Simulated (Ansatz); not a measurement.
HfIN:
```xyz
6
Lattice="1.8462 1.0659 10.6046 -1.8462 1.0659 10.6046 0.0000 -2.1318 10.6046" Properties=species:S:1:pos:R:3 pbc="T T T"
Hf     0.0000     0.0000    25.2487
Hf     0.0000     0.0000     6.5651
I      0.0000     0.0000    12.4474
I      0.0000     0.0000    19.3664
N      0.0000     0.0000     4.4377
N      0.0000     0.0000    27.3761
```

Relaxed with r²SCAN+D4. Special points in fractions of this cell's reciprocal vectors: Γ (0.000, 0.000, 0.000); T (0.500, 0.500, 0.500); H2 (0.827, 0.173, 0.500); H0 (0.500, -0.173, 0.173); L (0.500, 0.000, 0.000); S0 (0.337, -0.337, 0.000); S2 (0.663, 0.000, 0.337); F (0.500, 0.000, 0.500).

Problem. List the band energies nearest the valence-band maximum at these points for r²SCAN+D4 in the plane-wave PAW code Ansatz.

Solution. In eV from the valence-band maximum; about four levels below and three above (degenerate sets whole), none deeper than 8.9 eV; points with the same levels are listed once.

| k | below | above |
|---|---|---|
| Γ | -0.14 -0.14 -0.08 -0.08 | 2.49 2.63 2.63 |
| T | -0.21 -0.21 0.00 0.00 | 2.62 2.62 2.64 |
| H2 | -3.02 -2.32 -2.21 -1.28 | 1.25 2.63 3.69 |
| L | -1.88 -1.83 -1.51 -1.51 | 2.36 3.26 3.45 |
| S0 | -3.01 -2.33 -2.21 -1.27 | 1.24 2.63 3.67 |
| F | -2.02 -1.65 -1.56 -1.39 | 2.42 3.21 3.57 |

Space group R-3m. The first step of the workflow began from a Materials Project structure, measured or hypothetical; the Crystallography Open Database copy checked does not list it. Whether it is the stable phase at ambient conditions was not checked. The r²SCAN+D4 relaxation kept the symmetry of its start; whether a distortion lowers the energy is not shown. The run is not spin-polarised. Scalar-relativistic: spin–orbit coupling is off unless named, which matters more the heavier the elements.

Potentials: the later of the program's two PAW sets.
